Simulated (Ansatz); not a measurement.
CuI:
Space group F-43m (No. 216); a = 6.0789 Å, b = 6.0789 Å, c = 6.0789 Å, α = 90.00°, β = 90.00°, γ = 90.00°

```json
[
 {"atom": "Cu", "site": "4a", "symmetry": "-43m", "x": "0.0000", "y": "0.0000", "z": "0.0000"},
 {"atom": "I", "site": "4d", "symmetry": "-43m", "x": "0.7500", "y": "0.7500", "z": "0.7500"}
]
```
(The calculation used a cell of 2 atoms; values per cell refer to that cell.)

Relaxed with PBE.

Q: Give the optical modes at the zone centre with their infrared and Raman activity from DFPT, PBE in the plane-wave PAW code Ansatz.

A: Transverse frequencies, without the LO–TO term; a row sums one degenerate level.

```tsv
ω (cm⁻¹)	degeneracy	IR ((D/Å)²/amu)	Raman (Å⁴/amu)	activity	symmetry
122	3	2.02	110	IR+Raman	T2
```

Q: How high does the top mode go among those that the LO–TO term moves?

A: 138 cm⁻¹ for q along x.

The PBE relaxation kept the symmetry of its start; phonons on a q-mesh show no instability. No spin polarisation was allowed. Scalar-relativistic: spin–orbit coupling is off unless named, which matters more the heavier the elements.

Potentials: the later of the program's two PAW sets.
